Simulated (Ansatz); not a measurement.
## TiRu3O8: relaxed-ion elastic tensor

Computed with DFT PBE, scalar-relativistic, plane waves, PAW (Ansatz 0.2.0). Plane waves to 420 eV; Γ-centred k mesh 8×8×6; Fermi-Dirac smearing of 0.15 eV. No spin polarisation.

The cell, relaxed at this level:
```xyz
12
Lattice="3.2735 -3.2821 0.0000 3.2735 3.2821 0.0000 0.0000 0.0000 5.9901" Properties=species:S:1:pos:R:3 pbc="T T T"
Ti    3.2735    0.0000    0.0000
Ru    0.0000    0.0000    4.4484
Ru    0.0000    0.0000    1.5416
Ru    3.2735    0.0000    2.9950
O     3.2735   -1.3099    4.5169
O     3.2735   -1.3099    1.4732
O     1.2503    0.0000    0.0000
O     1.3514    0.0000    2.9950
O     3.2735    1.3099    4.5169
O     3.2735    1.3099    1.4732
O     5.2967    0.0000    0.0000
O     5.1955    0.0000    2.9950
```

The structure comes from a generated guess, relaxed at this level; another structure or a mixture of phases may lie lower. In a metal, frequencies and elastic constants depend on the k mesh and the smearing, soft modes and shear constants most.

(1) Give the relaxed-ion elastic constants (GPa, Voigt order xx yy zz yz xz xy, on the Cartesian axes of the cell above).

(2) Is the crystal stable against homogeneous strain?

(3) And the moduli of a polycrystal (Hill averages)?

## Answers

(1)
```
433.0  30.4 234.1   0.0   0.0   0.0
 30.4 470.6 209.2   0.0   0.0   0.0
234.1 209.3 308.1   0.0   0.0   0.0
  0.0   0.0   0.0 105.1   0.0   0.0
  0.0   0.0   0.0   0.0 108.4   0.0
  0.0   0.0   0.0   0.0   0.0  37.9
```

(2) Yes: the least eigenvalue of the tensor is 37.9 GPa.

(3) B = 239 GPa, G = 81 GPa, E = 219 GPa, ν = 0.35.
